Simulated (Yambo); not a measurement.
Yambo run on CsCdF₃ (cubic perovskite, space group Pm-3m, No. 221). The wavefunctions come from this Quantum ESPRESSO step (LDA, PseudoDojo standard norm-conserving files, scalar-relativistic):

```
&CONTROL
  calculation = 'nscf'
  pseudo_dir = './pseudo'
  outdir = './out'
/
&SYSTEM
  ibrav = 0
  nat = 5
  ntyp = 3
  ecutwfc = 102.0
  ecutrho = 408.0
  occupations = 'fixed'
  force_symmorphic = .true.
  nbnd = 140
/
&ELECTRONS
  conv_thr = 5e-09
  diago_full_acc = .true.
  diago_thr_init = 1e-08
/
ATOMIC_SPECIES
F 18.9984 F.upf
Cd 112.4140 Cd.upf
Cs 132.9055 Cs.upf
CELL_PARAMETERS angstrom
  4.486810000000   0.000000000000   0.000000000000
  0.000000000000   4.486810000000   0.000000000000
  0.000000000000   0.000000000000   4.486810000000
ATOMIC_POSITIONS crystal
F   0.000000000000   0.500000000000   0.500000000000
F   0.500000000000   0.000000000000   0.500000000000
F   0.500000000000   0.500000000000   0.000000000000
Cd   0.500000000000   0.500000000000   0.500000000000
Cs   0.000000000000   0.000000000000   0.000000000000
K_POINTS automatic
4 4 4 0 0 0
```

Yambo input:

```
rim_cut
gw0
dyson
el_el_corr
HF_and_locXC
ppa
em1d
RandQpts= 1000000
RandGvec= 1 Ry
EXXRLvcs= 102 Ry
VXCRLvcs= 408 Ry
Chimod= "HARTREE"
% BndsRnXp
 5 | 139 |
%
NGsBlkXp= 7 Ry
% LongDrXp
 1.0 | 1.0 | 1.0 |
%
PPAPntXp= 27.2114 eV
% GbndRnge
 1 | 139 |
%
GTermKind= "BG"
DysSolver= "n"
ExtendOut
% QPkrange
 1 | 1 | 25 | 26 |
 3 | 3 | 25 | 26 |
 6 | 6 | 25 | 26 |
 10 | 10 | 25 | 26 |
%
```

k points by index: 1 = Γ, 3 = X, 6 = M, 10 = R.

The o-*.qp file then holds:

```
#    K-point    Band    Eo [eV]    E [eV]    E-Eo [eV]    Vxc [eV]    Vnlxc [eV]    Sc|Eo [eV]    Sc|E [eV]    dSc/dw|Eo [eV]    Re(Z)    Im(Z)
#
    1    25    -1.089941    -2.962045    -1.872104    -21.43827    -28.97158    5.159000    5.661206    -7.298791    0.788499    -0.001723
    1    26    3.082496    4.651620    1.569124    -12.78981    -7.612213    -3.363973    -3.608475    -4.239882    0.865191    -0.849169E-3
    3    25    -1.117873    -3.104870    -1.986997    -21.82179    -29.63118    5.289145    5.822392    -7.301873    0.788429    -0.001638
    3    26    5.531103    7.303500    1.772397    -16.49116    -11.20785    -3.165625    -3.510919    -5.300568    0.836960    -0.002172
    6    25    -0.001732    -1.734835    -1.733103    -25.20797    -32.02686    4.669710    5.085789    -6.532270    0.806413    -0.001325
    6    26    6.291274    8.015308    1.724034    -16.33890    -11.14048    -3.096020    -3.474379    -5.967821    0.820079    -0.006685
    10    25    0.000000    -1.700732    -1.700732    -25.21119    -32.03406    4.713724    5.122145    -6.534079    0.806369    -0.001323
    10    26    7.032184    8.439396    1.407212    -10.17205    -5.150965    -3.407716    -3.613876    -3.986376    0.872222    -0.582308E-3
```
(The two width columns are left out.) Convergence of these settings isn't established.

Spin-orbit coupling is not included.

Geometry of the Materials Project entry, not relaxed at this level.

The structure is a Materials Project entry; no match was found in the copy of COD used, and its stability was not checked.
